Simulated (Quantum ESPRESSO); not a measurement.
Simulation results for MgAl₆GaN₇O (made-up cell)

All values are calculated (Quantum ESPRESSO 7.5). Calculation on a made-up crystal cell, not a measurement, rerun at a higher cutoff and a denser mesh: periodic Kohn-Sham density functional theory in plane waves with PseudoDojo standard norm-conserving scalar-relativistic pseudopotentials, each functional with its own files (v0.5 for PBE, v0.4.1 for LDA and PBEsol), no spin polarisation, no spin-orbit coupling, atoms not relaxed, stress positive in tension, energies less a fixed whole-eV offset for each atom's element; levels are Kohn-Sham levels at fractions of this cell's reciprocal vectors, counted from the reference band (half the neutral cell's valence electrons, rounded up) at Gamma; error bars give the change to or from the runs named with them, not the error of the files; each bar is the largest change over components, and at least 0.002 eV, 0.002 eV per angstrom or 0.02 GPa; no dispersion term; energies are for the whole cell, and the offsets were chosen from early runs and are not element reference energies; machines and their load varied, so run times do not measure scaling.

```json
{"formula": "MgAl6GaN7O", "kind": "made-up cell", "structure": {"cell_angstrom": [[3.1807, -0.0281, 0.0046], [-0.0487, 5.4747, -0.0753], [0.0151, -0.142, 10.596]], "atoms_fractional": [["Al", -0.00529, 0.00093, 0.00459], ["Al", 0.50123, 0.50216, -0.00094], ["Ga", 0.48615, 0.15195, 0.25938], ["Mg", 0.03764, 0.66636, 0.25331], ["Al", -0.00793, 0.00416, 0.50408], ["Al", 0.51393, 0.48629, 0.49189], ["Al", 0.4785, 0.1656, 0.75463], ["Al", -0.00593, 0.65858, 0.74984], ["O", 0.01148, 0.00085, 0.18771], ["N", 0.49036, 0.49634, 0.1786], ["N", 0.48195, 0.17856, 0.44095], ["N", 0.00512, 0.66915, 0.43083], ["N", -0.01043, -0.01249, 0.68024], ["N", 0.49971, 0.50513, 0.69427], ["N", 0.49373, 0.1672, 0.9438], ["N", 0.02284, 0.66792, 0.93878]]}, "given": {"lattice_type": "doubled wurtzite", "functional": "pbe", "cutoff [eV]": 1437, "fermi_dirac_smearing [eV]": 0.025, "scf_tolerance [eV]": 1e-07, "electrons_removed": 0, "run_command": "mpirun -np 4 pw.x -nk 4 -in in", "run_processor": "AMD EPYC, older, virtual cores", "k_mesh": "9 x 6 x 4, shifted by half a step", "atom_site": [1, 2, 3, 4, 5, 6, 7, 8, 9, 10, 11, 12, 13, 14, 15, 16], "atom_energy_offset [eV]": [-64, -64, -2080, -1617, -64, -64, -64, -64, -452, -283, -283, -283, -283, -283, -283, -283]}, "results": {"free_energy_less_offsets [eV]": -4.687, "scf_iterations": 16, "smearing_term_minus_ts [eV]": 0.0, "pressure [GPa]": -5.673, "stress_xx [GPa]": 3.401, "stress_yy [GPa]": 3.925, "stress_zz [GPa]": 9.695, "stress_yz [GPa]": -5.063, "stress_xz [GPa]": 0.7005, "stress_xy [GPa]": -1.863, "force_site": [1, 2, 3, 4, 5, 6, 7, 8, 9, 10, 11, 12, 13, 14, 15, 16], "force_x [eV/angstrom]": [0.07616, 0.448, 0.9062, -1.621, -0.2083, -0.3049, 0.4297, 0.5171, -0.9759, 1.567, 0.4496, 0.03307, -0.1817, -0.448, 0.2162, -0.9031], "force_y [eV/angstrom]": [0.02395, 0.01691, 3.89, -1.115, -1.541, 4.393, -0.3251, 0.8197, -0.2502, -2.055, -3.138, -0.03101, 1.115, -1.504, -0.8006, 0.5018], "force_z [eV/angstrom]": [-1.237, 1.019, -0.915, -1.34, -0.4202, 0.8681, -0.6644, 0.1269, -1.118, -0.4279, -0.1357, 3.735, 1.799, -0.6691, -0.3811, -0.2397], "reference_band": 41, "level_k_point": ["Gamma", "(1/2,1/2,1/2)", "(0.15,0,0)", "(0,0.15,0)", "(0,0,0.15)"], "next_band_up [eV]": [0.4606, 2.543, 1.304, 0.8093, 0.5518], "error_bar_energy [eV]": 0.003923, "error_bar_stress [GPa]": 0.02, "error_bar_force [eV/angstrom]": 0.003474, "error_bar_next_band_up [eV]": 0.002, "error_bars_from": "change from the looser run of this cell", "wall_time_of_scf_and_band_steps_on_a_shared_machine [s]": 763.4}}
```
